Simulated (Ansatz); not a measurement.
Input:

ZrSi:
```xyz
4
Lattice="-1.7257 1.7257 6.8373 1.7257 -1.7257 6.8373 1.7257 1.7257 -6.8373" Properties=species:S:1:pos:R:3 pbc="T T T"
Zr     0.0000     0.0000     0.1023
Zr     0.0000     1.7257     3.5210
Si     0.0000     0.0000     5.5863
Si     1.7257     0.0000     2.1676
```

This is the PBE-relaxed structure.

Task: All from PBE in the plane-wave PAW code Ansatz, unless another level is named. Estimate the electronic character.

Result: metallic (no gap).

Task: Predict the density of states at the Fermi level.

Result: 0.46 states/eV per atom (mean over ±0.08 eV).

Task: Next, the formation energy from the elements (no fitted shifts)?

Result: -0.36 eV/atom.

Space group I4_1md. The cell is a constructed one: a structure type filled with these elements; neither database checked (COD, Materials Project) lists it. COD files the formula under space group No. 62, 63, so this cell is another polymorph or a model. Its standing as an ambient phase is unchecked. Symmetry was held in the PBE relaxation; whether a distortion lowers the energy is not shown. The run is not spin-polarised. The references are the lowest solids computed at this level, not always the standard phases. Spin–orbit coupling is left out wherever it is not named.

Potentials: the later of the program's two PAW sets.
